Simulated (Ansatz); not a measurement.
Input file for Ansatz (a program for electronic structure):

Ansatz 0.2 input:
```yaml
crystal:
  lattice:
    - [-4.0474815744, 4.0474815744, 4.0474815744]
    - [4.0474815744, -4.0474815744, 4.0474815744]
    - [4.0474815744, 4.0474815744, -4.0474815744]
  atoms:
    - { symbol: Sb, position: [0.0, 0.25, 0.5] }
    - { symbol: Sb, position: [0.25, 0.5, 0.0] }
    - { symbol: Sb, position: [0.5, 0.0, 0.25] }
    - { symbol: Sb, position: [0.25, 0.25, 0.25] }
kpoints:
  mp_grid: { grid: [5, 5, 5] }
  band_path:
    path:
      - [[0.0, 0.0, 0.0], [0.5, -0.5, 0.5], [0.0, 0.0, 0.5], [0.0, 0.0, 0.0], [0.25, 0.25, 0.25], [0.5, -0.5, 0.5]]  # Γ-H-N-Γ-P-H
      - [[0.25, 0.25, 0.25], [0.0, 0.0, 0.5]]  # P-N
    npoints: 12
basis: { xc_grid: 2 }
hamiltonian:
  xc: pbe
  pseudopotentials: { azcp: { folder: ./paw }, kind: paw_fr }
magnetization: { noncollinear: true, spin_orbit: true }
scf:
  n_extra_bands: 12
  convergence: { dr2_threshold: 0.0000000001 }
  occupations: { method: gaussian, width: 0.05 }
output: { eigenvalues: true }
```

Output (shortened):

```
Pseudopotential: Sb, paw, valence charge 15
Functional definition: PBE
non-collinear run that drives no moment, with spin-orbit …
Crystal: 4 atoms, lattice volume = 265.225 Å³
Basis set: ecut = 420 eV, 5233 PW (Γ), exchange–correlation on 96×96×96 points (8 copies of the dense FFT grid, shifted against one another)
Bands: 72, of which v1, the nominal top of the filled ones, is band 60 counted from 1 (59 counted from 0)
Symmetry: 24 space group operations + 24 with time reversal
k-points: 10 of 125
Projection manifold: j_resolved (fully-relativistic pseudo-atomic orbitals)
SCF iter   1: F=—  HF=-25945.291356 eV  |F-HF|=—  |Δ(HF+E_count)|=         —  Δρ=8.48e-3  dr2=1.89e-1  dr2_m=0.00e0 (ungated)  ethr=3.10e-3  |M|=0.00e0 ∫|m|=0.00e0 μB  |m|>n=0.0e0 m-floor=0.0e0 τ_xc=0.0e0  β_m=0.30  ⟨swp⟩=8.1  Hψ=3509  notcnv=0  defer=3
preconditioner: auto → none
SCF iter   2: F=—  HF=-25945.287826 eV  |F-HF|=—  |Δ(HF+E_count)|=   3.53e-3  Δρ=6.70e-3  dr2=1.27e-1  dr2_m=0.00e0 (ungated)  ethr=3.15e-4  |M|=0.00e0 ∫|m|=0.00e0 μB  |m|>n=0.0e0 m-floor=0.0e0 τ_xc=0.0e0  β_m=0.55  ⟨swp⟩=1.3  Hψ=846  notcnv=0  defer=27
SCF iter   3: F=—  HF=-25945.278198 eV  |F-HF|=—  |Δ(HF+E_count)|=   9.63e-3  Δρ=1.02e-3  dr2=2.95e-3  dr2_m=0.00e0 (ungated)  ethr=2.11e-4  |M|=0.00e0 ∫|m|=0.00e0 μB  |m|>n=0.0e0 m-floor=0.0e0 τ_xc=0.0e0  β_m=0.70  ⟨swp⟩=3.6  Hψ=950  notcnv=0  defer=28
SCF iter   4: F=—  HF=-25945.279322 eV  |F-HF|=—  |Δ(HF+E_count)|=   1.12e-3  Δρ=2.66e-4  dr2=2.04e-4  dr2_m=0.00e0 (ungated)  ethr=4.92e-6  |M|=0.00e0 ∫|m|=0.00e0 μB  |m|>n=0.0e0 m-floor=0.0e0 τ_xc=0.0e0  β_m=0.70  ⟨swp⟩=2.0  Hψ=1276  notcnv=0  defer=28
SCF iter   5: F=—  HF=-25945.279362 eV  |F-HF|=—  |Δ(HF+E_count)|=   4.08e-5  Δρ=8.10e-5  dr2=1.76e-5  dr2_m=0.00e0 (ungated)  ethr=3.39e-7  |M|=0.00e0 ∫|m|=0.00e0 μB  |m|>n=0.0e0 m-floor=0.0e0 τ_xc=0.0e0  β_m=0.70  ⟨swp⟩=2.0  Hψ=1276  notcnv=0  defer=28
SCF iter   6: F=—  HF=-25945.279374 eV  |F-HF|=—  |Δ(HF+E_count)|=   1.15e-5  Δρ=1.08e-5  dr2=3.59e-7  dr2_m=0.00e0 (ungated)  ethr=2.93e-8  |M|=0.00e0 ∫|m|=0.00e0 μB  |m|>n=0.0e0 m-floor=0.0e0 τ_xc=0.0e0  β_m=0.81  ⟨swp⟩=2.0  Hψ=1279  notcnv=0  defer=28
SCF iter   7: F=—  HF=-25945.279333 eV  |F-HF|=—  |Δ(HF+E_count)|=   4.05e-5  Δρ=1.58e-6  dr2=6.29e-9  dr2_m=0.00e0 (ungated)  ethr=5.99e-10  |M|=0.00e0 ∫|m|=0.00e0 μB  |m|>n=0.0e0 m-floor=0.0e0 τ_xc=0.0e0  β_m=0.88  ⟨swp⟩=2.0  Hψ=879  notcnv=0  defer=28
SCF iter   8: F=-25945.279333 eV  HF=-25945.279333 eV  |F-HF|=6.18e-11  |Δ(HF+E_count)|=   1.82e-8  Δρ=1.35e-7  dr2=3.43e-11  dr2_m=0.00e0 (ungated)  ethr=1.00e-12  |M|=0.00e0 ∫|m|=0.00e0 μB  |m|>n=0.0e0 m-floor=0.0e0 τ_xc=0.0e0  ⟨swp⟩=11.0  Hψ=3278  notcnv=0
SCF 1 converged in 8 iterations: F = -25945.279333 eV  dr2 = 3.43e-11
NSCF: frozen V_eff on 74 k-points
SCF converged after 8 iterations
Magnetization: |M| = 0.0000 μB,  M = (+0.0000, +0.0000, +0.0000) μB
Absolute magnetization: 0.0000 μB (∫|m|)
  site 0: m = (+0.0000, +0.0000, +0.0000) μB, |m| = 0.0000 μB  (R = 1.18 Å)
  site 1: m = (+0.0000, +0.0000, +0.0000) μB, |m| = 0.0000 μB  (R = 1.18 Å)
  site 2: m = (+0.0000, +0.0000, +0.0000) μB, |m| = 0.0000 μB  (R = 1.18 Å)
  site 3: m = (+0.0000, +0.0000, +0.0000) μB, |m| = 0.0000 μB  (R = 1.18 Å)
Free energy (F): -25945.279333 eV
Harris-Foulkes:  -25945.279333 eV  (|F-HF|=6.18e-11)
Internal energy: -25945.273053 eV  (E = F + TS)
E sigma→0 (E₀):  -25945.276193 eV
Entropy (-TS):   -0.006280 eV (-1.570 meV/atom)
Fermi energy:    1.765397 eV
--- Per-component energies (eV) ---
  E_band       = -1131.314699
  E_kinetic    = 646.083672
  E_local      = -10374.440201  (includes V_loc(G=0)·N_el)
  E_nonlocal   = 1561.437132
  E_hartree    = 4411.078821
  E_xc         = -391.004850
  E_vxc        = -356.755739  (∫ρ·V_xc dr)
  E_paw        = -18185.858049  (= ΣΔE_a)
  E_vpaw       = -1429.797364  (= ΣTr[D̂ρ^β])
  E_aug_tail   = 0.000550  (compensation charges beyond the density's cutoff)
  E_ewald      = -3612.570128
  E_smearing   = -0.006280  (= −TS)
  E_closure    = 0.000000  (closes the sum)
  Σ components = -25945.279333   (vs F -25945.279333, Δ=0.00e0)
  [band-id]    e_kinetic+e_local+e_nonlocal+2·e_hartree+e_vxc+e_vpaw+e_augmentation_tail = -1131.314308   (vs E_band -1131.314699, Δ=3.91e-4)
--- Band table (eV; the first three rows and the last of 10) ---
  k-point 0: bands = ["-27.7248", "-27.7248", "-27.7248", "-27.7248", "-27.6756", "-27.6756", "-27.6756", "-27.6756", "-27.6309", "-27.6309", "-27.6146", "-27.6146", "-27.6017", "-27.6017", "-27.6017", "-27.6017", "-26.5069", "-26.5069", "-26.5069", …
  k-point 1: bands = ["-27.7300", "-27.7300", "-27.7177", "-27.7176", "-27.6851", "-27.6848", "-27.6687", "-27.6682", "-27.6302", "-27.6289", "-27.6184", "-27.6107", "-27.6071", "-27.6031", "-27.6002", "-27.5984", "-26.5310", "-26.5274", "-26.5041", …
  k-point 2: bands = ["-27.7327", "-27.7327", "-27.7098", "-27.7098", "-27.6943", "-27.6941", "-27.6649", "-27.6646", "-27.6278", "-27.6262", "-27.6194", "-27.6138", "-27.6074", "-27.6050", "-27.5985", "-27.5975", "-26.5439", "-26.5424", "-26.5041", …
  k-point 9: bands = ["-27.7285", "-27.7284", "-27.7199", "-27.7198", "-27.6832", "-27.6825", "-27.6718", "-27.6714", "-27.6221", "-27.6204", "-27.6191", "-27.6142", "-27.6141", "-27.6132", "-27.5955", "-27.5937", "-26.5673", "-26.5622", "-26.4771", …
```

Cost: very roughly 2.8 core-minutes on shared cores.

Space group I4_132. The start of the workflow was typed in or built on a structure type; neither database checked (COD, Materials Project) lists it. It is not the phase usual at ambient conditions (space group No. 166). The cell was relaxed with PBE under the symmetry of its start; whether a distortion lowers the energy is not shown. The volume moved by 71 % from the start of the relaxation.

Potentials: the earlier of the program's two PAW sets.

Ansatz is a plane-wave DFT program.
